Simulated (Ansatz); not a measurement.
Sn2GeTe3:
Space group P-3m1 (No. 164); a = b = 4.3160 Å, c = 10.6007 Å, α = β = 90.00°, γ = 120.00°

```json
[
 {"atom": "Sn", "site": "2d", "symmetry": "3m.", "x": "0.6667", "y": "0.3333", "z": "0.1743"},
 {"atom": "Ge", "site": "1b", "symmetry": "-3m.", "x": "0.0000", "y": "0.0000", "z": "0.5000"},
 {"atom": "Te", "site": "2d", "symmetry": "3m.", "x": "0.3333", "y": "0.6667", "z": "0.3489"},
 {"atom": "Te", "site": "1a", "symmetry": "-3m.", "x": "0.0000", "y": "0.0000", "z": "0.0000"}
]
```

Relaxed at zero pressure with the program Ansatz at the LDA level (PAW).

### Question
The volume is raised by 9 % and shape and atoms relax at that volume. What pressure results, and how do the axes share the change?

### Answer
-3.8 GPa; a 2.9 %, b 2.9 %, c 3.0 %; the energy rises by 32 meV/atom.

### Question
Give the new structure.

### Answer

Space group P-3m1 (No. 164); a = b = 4.440 Å, c = 10.918 Å, α = β = 90.00°, γ = 120.00°

```json
[
 {"atom": "Sn", "site": "2d", "symmetry": "3m.", "x": "0.6667", "y": "0.3333", "z": "0.1739"},
 {"atom": "Ge", "site": "1b", "symmetry": "-3m.", "x": "0.0000", "y": "0.0000", "z": "0.5000"},
 {"atom": "Te", "site": "2d", "symmetry": "3m.", "x": "0.3333", "y": "0.6667", "z": "0.3485"},
 {"atom": "Te", "site": "1a", "symmetry": "-3m.", "x": "0.0000", "y": "0.0000", "z": "0.0000"}
]
```

The phase is kept; no other phase was compared at this pressure.

The first step of the workflow began from a Materials Project structure, measured or hypothetical; the Crystallography Open Database copy checked does not list it. With Sn and Ge taken as one species the cell has the higher symmetry Fm-3m, so it may be an ordered model of a mixed-site phase. Its standing as an ambient phase is unchecked. The cell was relaxed with LDA under the symmetry of its start; of distortions, only those at the zone centre were tested, and some modes there are weakly imaginary. Spin–orbit coupling is left out wherever it is not named.

Potentials: the later of the program's two PAW sets.
